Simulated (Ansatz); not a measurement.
Data:

Mg:
```cif
data_Mg2
_chemical_formula_sum 'Mg2'
_space_group_name_H-M_alt 'P 1'
_space_group_IT_number 1
_cell_length_a 4.78562
_cell_length_b 4.78562
_cell_length_c 4.78562
_cell_angle_alpha 60.000
_cell_angle_beta 60.000
_cell_angle_gamma 60.000
loop_
_space_group_symop_operation_xyz
  'x, y, z'
loop_
_atom_site_label
_atom_site_type_symbol
_atom_site_fract_x
_atom_site_fract_y
_atom_site_fract_z
_atom_site_occupancy
Mg1 Mg 0.00000 0.00000 0.00000 1
Mg2 Mg 0.25000 0.25000 0.25000 1
```

This is the PBEsol-relaxed structure.

Question: All from PBEsol (plane waves, PAW; program Ansatz), unless another level is named. Estimate the highest zone-centre frequency.

Answer: 203 cm⁻¹.

Question: And the bulk modulus (Birch–Murnaghan fit)?

Answer: 12.1 GPa.

Space group Fd-3m (diamond). The start of the workflow was typed in or built on a structure type; neither database checked (COD, Materials Project) lists it. It is not the phase usual at ambient conditions (space group No. 194). Symmetry was held in the PBEsol relaxation. At this level the phase is mechanically unstable. As this level gives no gap, phonon frequencies hold no LO–TO term and depend on the k-mesh and smearing (Fermi–Dirac, 0.1 eV here).

Potentials: the earlier of the program's two PAW sets. The files were generated under PBE; for other functionals the program regenerates the frozen cores, and for LDA and PBEsol the local potential too.
